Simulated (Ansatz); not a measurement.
## Course of a relaxation: TiB4

The guess for TiB4 was made by a generator: random cell by space group and Wyckoff sites (P4/mmm, No. 123). Its size is a rough estimate.

```cif
data_structure
_symmetry_space_group_name_H-M 'P 1'
_symmetry_Int_Tables_number 1
_cell_length_a 3.5842
_cell_length_b 3.5842
_cell_length_c 3.4039
_cell_angle_alpha 90.000
_cell_angle_beta 90.000
_cell_angle_gamma 90.000
_cell_volume 43.73
loop_
_atom_site_label
_atom_site_type_symbol
_atom_site_fract_x
_atom_site_fract_y
_atom_site_fract_z
_atom_site_occupancy
Ti1 Ti 0.00000 0.00000 0.50000 1
B1 B 0.24106 0.50000 0.00000 1
B2 B 0.75894 0.50000 0.00000 1
B3 B 0.50000 0.24106 0.00000 1
B4 B 0.50000 0.75894 0.00000 1
```

Theory: DFT PBE, scalar-relativistic, plane waves, PAW in Ansatz. Cutoff 420 eV, Gaussian smearing, Γ-centred meshes. Cell and atoms relax first on a coarse mesh and then on a finer one. In between, the cell is made exact in the group found at 0.06 Å. In metals the finer mesh still leaves noise of several meV/atom or more. The steps can't lower the symmetry of their start. No spin polarisation in the relaxation; trial moments died out in a coarse test.

Steps on the 6×6×6 mesh (5 atoms, 12 steps). The free energy counts from the last step; the plane-wave basis is renewed at times, which shifts energy and pressure.

| step | ΔF (meV/atom) | V (Å³/atom) | P (GPa) | largest force component (eV/Å) |
| --- | --- | --- | --- | --- |
| 1 | 1755.0 | 8.75 | 71.89 | 19.178 |
| 2 | 662.2 | 8.86 | 34.19 | 9.254 |
| 3 | 181.4 | 8.82 | 16.02 | 2.568 |
| 4 | 57.5 | 8.72 | 8.30 | 0.362 |
| 5 | 22.3 | 8.58 | 3.84 | 0.085 |
| 6 | 6.9 | 8.48 | 0.78 | 0.034 |
| 7 | 6.9 | 8.49 | 0.00 | 0.002 |
| 8 | 6.9 | 8.52 | -0.35 | 0.016 |
| 9 | 6.8 | 8.50 | 0.00 | 0.000 |
| 10 | 0.1 | 8.50 | 0.88 | 0.002 |
| 11 | 0.0 | 8.53 | -0.04 | 0.001 |
| 12 | 0.0 | 8.53 | -0.03 | 0.001 |

The relaxed structure, after a last relaxation on the converged mesh:

```
Ti B
1.0
     4.02776    0.00000    0.00000
     0.00000    4.02776    0.00000
     0.00000    0.00000    2.61524
Ti B
1 4
Cartesian
  0.0000 0.0000 1.3076
  0.8110 2.0139 0.0000
  3.2168 2.0139 0.0000
  2.0139 0.8110 0.0000
  2.0139 3.2168 0.0000
```

The symmetry stays P4/mmm (No. 123). The volume per atom shrinks by 3.0 %, from 8.7 to 8.5 Å³. The shortest distance goes from 1.31 Å (B–B) to 1.62 Å (B–B). The ratio c/a of the conventional cell changes by a factor of 0.68. The energy falls by about 1.8 eV/atom (the start's value is from the coarse mesh). Ti has 16 B at 2.53 Å and 2 Ti at 2.62 Å; B has 3 B at 1.62–1.70 Å, 1 B at 2.41 Å and 4 Ti at 2.53 Å.

```
Volume per atom                             : 8.49 Å³
Density                                     : 3.57 g/cm³
Energy over the elements                    : −0.04 eV/atom
Gap on the 10×10×14 mesh of the 5-atom cell : 0 eV (a metal)
```

The zero of energy is the elements' standard structures at the same level; no fitted shifts are applied.

The last run used Gaussian smearing of 0.10 eV. The k mesh leaves some 4 meV/atom of noise in the energy of each metallic cell. Symmetry constrained the relaxation, so the result can be a saddle point. In all, the 3 runs took 95 s on 1 thread of Arm Neoverse V1, on a shared host. Another cell of TiB4 relaxed alike, in P6/mmm, lies 0.41 eV/atom lower, so this cell isn't the stable form at this level.
